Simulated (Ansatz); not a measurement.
NaCl in the rocksalt structure, relaxed with r2SCAN: 5 runs in the plane-wave code Ansatz, each a calculation of independent-particle optics. The symmetry is Fm-3m (No. 225, cubic); a = 5.605 Å in the conventional setting, 22.02 Å³ an atom. Around Na lie 6 Cl at 2.80 Å; around Cl lie 6 Na at 2.80 Å. No spin polarisation and no zero-point or thermal motion.

```yaml
crystal:
  lattice:
    - [0.00000, 2.80270, 2.80270]
    - [2.80270, 0.00000, 2.80270]
    - [2.80270, 2.80270, 0.00000]
  atoms:
    - { symbol: Na, position: [0.00000, 0.00000, 0.00000] }
    - { symbol: Cl, position: [0.50000, 0.50000, 0.50000] }
```

On meshes this coarse, single peaks can be features of the mesh. No local fields, no excitons; the zone sum runs over the cells of the mesh, and ε∞ includes the bands left out of the spectrum. Up to four peaks are listed, those above 15 % of the tallest and inside the complete range; the four can differ from row to row. Rows marked drawn have settings drawn at random (some not listed).

| functional | k mesh | broadening (eV) | scissors (eV) | range (eV) | settings | direct gap on the mesh before scissors (eV) | ε∞ xx | ε∞ yy | ε∞ zz | complete up to (eV) | tallest peaks of mean ε₂ (eV) |
| --- | --- | --- | --- | --- | --- | --- | --- | --- | --- | --- | --- |
| PBE | 8×8×8 | 0.1 | 0.00 | 0–20 | chosen | 5.18 | 2.77 | 2.77 | 2.77 | 20.0 | 8.80 10.15 10.85 11.40 |
| r2SCAN | 8×8×8 | 0.1 | 0.00 | 0–20 | chosen | 5.98 | 2.59 | 2.59 | 2.59 | 20.0 | 9.40 10.80 11.50 12.15 |
| LDA | 8×8×8 | 0.1 | 0.00 | 0–20 | chosen | 4.76 | 2.90 | 2.90 | 2.90 | 20.0 | 8.45 9.85 10.55 11.15 |
| PBE | 8×8×8 | 0.1 | 1.38 (to HSE06) | 0–20 | chosen | 5.18 | 2.55 | 2.55 | 2.55 | 20.0 | 10.15 12.20 12.50 12.80 |
| PBE | 4×4×4 | 0.15 | 0.30 | 0–6 | drawn | 5.18 | 2.72 | 2.72 | 2.72 | 6.0 | none |
